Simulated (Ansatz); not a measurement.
Relaxed-ion elastic tensor of Ti2C in space group R-3m (No. 166; Ti on 6c, C on 3b) in GPa (Voigt order), the program Ansatz at the PBEsol level (PAW); density 4.65 g/cm³, 12.84 Å³ per atom.

```
  329   86.1   68.5  -26.8    0.0    0.0
 86.1    329   68.5   26.8    0.0    0.0
 68.5   68.5    233    0.0    0.0    0.0
-26.8   26.8    0.0   53.4    0.0    0.0
  0.0    0.0    0.0    0.0   53.4  -26.8
  0.0    0.0    0.0    0.0  -26.8    121
```

Q: Is the crystal mechanically stable?

A: Yes: the smallest eigenvalue of C is 44.1 GPa.

Q: Work out the Voigt, Reuss and Hill averages.

A: K_V = 149, K_R = 144, K_H = 146; G_V = 90.1, G_R = 70.6, G_H = 80.4 GPa.

Q: Give Young's modulus, Poisson's ratio, Pugh's ratio and the universal anisotropy index.

A: E = 9KG/(3K + G) = 204 GPa; ν = 0.27; K/G = 1.82 (near the Pugh limit of 1.75, no verdict); A_U = 5G_V/G_R + K_V/K_R − 6 = 1.42.

Q: Estimate the sound speeds and the Debye temperature.

A: v_l = √((K + 4G/3)/ρ) = 7380 m/s, v_t = √(G/ρ) = 4160 m/s, mean 4630 m/s; Θ = (h/k)(3n/4πV)^(1/3) v_m = 588 K.

Q: Solve the Christoffel equation for the three sound speeds along x, y, z.

A: Eigenvalues of C_ijkl n_j n_l equal ρv². In km/s, slowest first: x 3.08, 5.30, 8.41; y 3.31, 5.11, 8.45; z 3.39, 3.39, 7.08.

Q: How much does each axis shrink under pressure?

A: Linear compressibilities β_i = Σ_j S_ij (j = 1 to 3): x 1.9, y 1.9, z 3.2 per TPa.

The workflow started from a Materials Project entry (that database holds measured and hypothetical structures alike); the Crystallography Open Database copy checked does not list it. Whether it is the stable phase at ambient conditions was not checked. Symmetry was held in the PBEsol relaxation; of distortions, only those at the zone centre were tested. The run is not spin-polarised. As this level gives no gap, shear constants depend on the k-mesh and smearing (Fermi–Dirac, 0.1 eV here).

Potentials: the later of the program's two PAW sets.
